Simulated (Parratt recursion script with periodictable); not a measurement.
# Neutron reflectivity of Ge on Al2O3: from fringes to thickness

| layer, from the top | thickness (Å) | density (g/cm³) | rms roughness of its top face (Å) | ρ (10⁻⁶ Å⁻²) | ρ″ (10⁻⁶ Å⁻²) |
|---|---|---|---|---|---|
| Ge | ? | 4.224 | 2.1 | 2.866 | 2.142 × 10⁻⁴ |
| Al2O3 (substrate) | – | 3.873 | 3.9 | 5.562 | 2.943 × 10⁻⁵ |

ρ and ρ″ are the real and imaginary parts of the scattering length density. Vacuum lies above.

Densities are inputs, not measurements. They were set from computed cells of the Materials Project: Ge from entry mp-32 (Fd-3m, 5.279 g/cm³, taken at 80 %); Al2O3 from entry mp-1143 (R-3c, 3.873 g/cm³). A layer's crystal structure does not enter its constants, only its composition and density.

Method: specular neutron reflectivity, Parratt recursion, Névot-Croce roughness, natural isotopes, no magnetic scattering (Parratt recursion script with periodictable 1.7.1).

Neutron wavelength 4.75 Å. Q is scanned from 0.004 to 0.2 Å⁻¹ in 600 evenly spaced points, and the curve is smoothed with a Gaussian of 0.001 Å⁻¹ full width. A minimum is a scan point below both neighbours, placed by a parabola through ln R at the three points.

All minima between 0.035 and 0.145 Å⁻¹: Q = 0.0411, 0.0563, 0.0717, 0.0872, 0.1028, 0.1184, 0.1341 Å⁻¹.

Question: Find the film thickness d from the minima.

Answer: For consecutive orders m, Q² = 16πρ + (2πm/d)², so u = (Q² − 16πρ)^½ rises by 2π/d from one minimum to the next. The film has 16πρ = 144.1 × 10⁻⁶ Å⁻², and u is 0.0393, 0.0550, 0.0707, 0.0864, 0.1021, 0.1178, 0.1336 Å⁻¹. A straight line through u against the count of the minimum has slope 0.01571 Å⁻¹, so d = 2π/slope = 399.9 Å.

The run used d = 400 Å; the estimate misses by 0.1 Å. The spacing of the first two listed minima alone, with ρ left out, gives 2π/ΔQ = 413.4 Å, 3.3 % too high.
